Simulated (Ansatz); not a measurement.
Input and command of a plane-wave DFT calculation in Ansatz:

```yaml
crystal:
  lattice:
    - [5.9626590315, 1.1280706276, 1.1280706276]
    - [1.1280706276, 5.9626590315, 1.1280706276]
    - [1.1280706276, 1.1280706276, 5.9626590315]
  atoms:
    - { symbol: Cs, position: [0.0, 0.0, 0.0] }
    - { symbol: Hg, position: [0.5, 0.5, 0.5] }
    - { symbol: Br, position: [0.0, 0.5, 0.5] }
    - { symbol: Br, position: [0.5, 0.0, 0.5] }
    - { symbol: Br, position: [0.5, 0.5, 0.0] }
basis:
  ecutwfc: 420
kpoints:
  mp_grid: { grid: [10, 10, 10] }
hamiltonian:
  xc: pbesol
scf:
  occupations: { method: gaussian, width: 0.15 }
output:
  forces: true
  stress: true
  eigenvalues: true
```

```bash
ansatz run input.yaml --threads 1 --pin off --max-ram 2560MiB --backend cpu --events-out ev --progress --plain --runs-dir out
```

Processor: Arm Neoverse V1, 1 thread, on a host shared with other jobs.

Estimate time, memory and problem size.

About 35 s on 1 thread of Arm Neoverse V1, on a shared host, peak memory 0.74 GiB. It solves 30 bands at 116 k points (the mesh reduced by symmetry) with about 3771 plane waves, in 6 SCF iterations.
